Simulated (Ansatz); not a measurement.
TiPd:
```xyz
4
Lattice="4.5575 0.0000 0.0000 0.0000 2.7805 0.0000 0.0000 0.0000 4.8736" Properties=species:S:1:pos:R:3 pbc="T T T"
Ti     1.1394     0.0000     3.4313
Ti     3.4181     0.0000     1.4423
Pd     1.1394     1.3903     0.9137
Pd     3.4181     1.3903     3.9599
```

Relaxed with r²SCAN.

Q: Map the valence electron density (e/Å³), cut off at 6 on the plane through (0.250, 0.000, 0.704) spanned by u = [0, 1, 0] and v = [0, 0, 1] in lattice vectors, from r²SCAN in the plane-wave PAW code Ansatz.

A: x is the fraction of u, y of v (the angle between them is 90°; rows are the nearest grid lines); atoms in the plane: Ti at (0.00, 0.00), Pd at (0.50, 0.48).
```
|@@@%-       -%@@@|
|@@@#:       :#@@@|
|@@#=.       .=#@@|
|+=-.         .-=+|
|..             ..|
|                 |
|                 |
|                 |
|      .....      |
|     .-+*+-.     |
|    :+@@@@@+:    |
|   .=@@@@@@@=.   |
|   .+@@@@@@@+.   |
|   .-%@@@@@%-.   |
|    .=%@@@%=.    |
|     .:===:.     |
|       ...       |
|                 |
|                 |
|..             ..|
|+=-.         .-=+|
|@@#=.       .=#@@|
|@@@#:       :#@@@|
|@@@%-       -%@@@|
```
Scale: ten equal steps from 0.176 (start of ' ') to 6.00 (end of '@'), in the order ' .:-=+*#%@'; x runs from 0.000 to 1.00, y from 0.000 (bottom) to 1.00 (top).

The density is the valence pseudo-density with augmentation charge, so density and ELF within about 1 Å of a nucleus are not all-electron values.

Space group Pmma. The first step of the workflow began from a Materials Project structure, measured or hypothetical; the Crystallography Open Database copy checked does not list it. COD files the formula under space group No. 221, so this cell is another polymorph or a model. With Ti and Pd taken as one species the cell has the higher symmetry Cmcm, so it may be an ordered model of a mixed-site phase. Its standing as an ambient phase is unchecked. Symmetry was held in the r²SCAN relaxation; of distortions, only those at the zone centre were tested. The run is not spin-polarised.

Potentials: the later of the program's two PAW sets.
